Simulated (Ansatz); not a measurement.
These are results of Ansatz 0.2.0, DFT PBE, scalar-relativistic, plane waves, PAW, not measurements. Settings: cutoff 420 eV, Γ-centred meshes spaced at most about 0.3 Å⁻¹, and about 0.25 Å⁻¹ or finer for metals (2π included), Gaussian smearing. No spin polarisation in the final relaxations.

Temperature and zero-point effects are left out. All come from trial cells, and lower structures may exist.

Task: Order these relaxed structures of Si₂Ge₃ by energy, lowest first, with the energy over the lowest of them.
A.

```cif
data_structure
_symmetry_space_group_name_H-M 'Pmmm'
_symmetry_Int_Tables_number 47
_cell_length_a 2.6752
_cell_length_b 4.2163
_cell_length_c 8.7655
_cell_angle_alpha 90.000
_cell_angle_beta 90.000
_cell_angle_gamma 90.000
_cell_volume 98.87
loop_
_atom_site_label
_atom_site_type_symbol
_atom_site_symmetry_multiplicity
_atom_site_Wyckoff_symbol
_atom_site_fract_x
_atom_site_fract_y
_atom_site_fract_z
_atom_site_occupancy
Si1 Si 2 r 0.00000 0.50000 0.36344 1
Ge1 Ge 1 f 0.50000 0.50000 0.00000 1
Ge2 Ge 2 q 0.00000 0.00000 0.79508 1
```

B.

```cif
data_structure
_symmetry_space_group_name_H-M 'P-3m1'
_symmetry_Int_Tables_number 164
_cell_length_a 3.7849
_cell_length_b 3.7849
_cell_length_c 7.6666
_cell_angle_alpha 90.000
_cell_angle_beta 90.000
_cell_angle_gamma 120.000
_cell_volume 95.11
loop_
_atom_site_label
_atom_site_type_symbol
_atom_site_symmetry_multiplicity
_atom_site_Wyckoff_symbol
_atom_site_fract_x
_atom_site_fract_y
_atom_site_fract_z
_atom_site_occupancy
Si1 Si 2 d 0.33333 0.66667 0.20451 1
Ge1 Ge 2 d 0.33333 0.66667 0.62436 1
Ge2 Ge 1 a 0.00000 0.00000 0.00000 1
```

C.

```cif
data_structure
_symmetry_space_group_name_H-M 'P4/mmm'
_symmetry_Int_Tables_number 123
_cell_length_a 3.4079
_cell_length_b 3.4079
_cell_length_c 8.1929
_cell_angle_alpha 90.000
_cell_angle_beta 90.000
_cell_angle_gamma 90.000
_cell_volume 95.15
loop_
_atom_site_label
_atom_site_type_symbol
_atom_site_symmetry_multiplicity
_atom_site_Wyckoff_symbol
_atom_site_fract_x
_atom_site_fract_y
_atom_site_fract_z
_atom_site_occupancy
Si1 Si 2 g 0.00000 0.00000 0.64475 1
Ge1 Ge 2 h 0.50000 0.50000 0.23476 1
Ge2 Ge 1 a 0.00000 0.00000 0.00000 1
```

D.

```cif
data_structure
_symmetry_space_group_name_H-M 'P4mm'
_symmetry_Int_Tables_number 99
_cell_length_a 4.1134
_cell_length_b 4.1134
_cell_length_c 6.4388
_cell_angle_alpha 90.000
_cell_angle_beta 90.000
_cell_angle_gamma 90.000
_cell_volume 108.94
loop_
_atom_site_label
_atom_site_type_symbol
_atom_site_symmetry_multiplicity
_atom_site_Wyckoff_symbol
_atom_site_fract_x
_atom_site_fract_y
_atom_site_fract_z
_atom_site_occupancy
Si1 Si 1 a 0.00000 0.00000 0.73558 1
Si2 Si 1 b 0.50000 0.50000 0.24355 1
Ge1 Ge 2 c 0.50000 0.00000 0.96979 1
Ge2 Ge 1 a 0.00000 0.00000 0.35130 1
```

Result: B (0 meV/atom), A (48 meV/atom), C (72 meV/atom), D (163 meV/atom). Forms: B P-3m1; A Pmmm; C P4/mmm; D P4mm. Counting Ge atoms around Si (those within 1.25 times the shortest such distance or 1.15 times the sum of covalent radii; a plus sign parts nearer from farther groups; a slash parts the counts of unlike sites): B has Si 6; A has Si 2; C has Si 4+1; D has Si 5/4+4. Even the lowest lies +0.34 eV/atom against the elements.

No dispersion correction is applied, so the spacing and binding between layers, chains or molecules are poorly described (Pmmm), and this can change margins and order among such cells. Cells relaxed within their symmetry can be saddle points. Some structure types and database cells were kept out of the candidates from the start, so a known form may be missing.
